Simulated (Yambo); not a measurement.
Yambo run on CsMo₂AlO₈ (space group P-3m1, No. 164). The wavefunctions are norm-conserving PBEsol (Quantum ESPRESSO, 84 Ry, without SOC) ones on a 3×3×1 mesh (44 occupied bands); a = b = 5.6503 Å, c = 8.2648 Å, α = β = 90.00°, γ = 120.00°.

Yambo input:

```
rim_cut
HF_and_locXC
RandQpts= 1000000
RandGvec= 1 Ry
EXXRLvcs= 84 Ry
VXCRLvcs= 336 Ry
% QPkrange
 1 | 1 | 44 | 45 |
 3 | 3 | 44 | 45 |
%
```

k points by index: 1 = Γ, 3 = K.

The o-*.hf file then holds:

```
#    K-point    Band    Eo [eV]    Ehf [eV]    Vxc [eV]    Vnlxc [eV]
#
    1    44    0.000000    -4.993464    -19.72798    -24.72144
    1    45    3.670243    8.952408    -18.65755    -13.37538
    3    44    -0.294717    -5.377687    -19.26515    -24.34812
    3    45    3.843407    9.124107    -19.04384    -13.76314
```
Exchange alone, without screening.

Geometry of the Materials Project entry, not relaxed at this level.
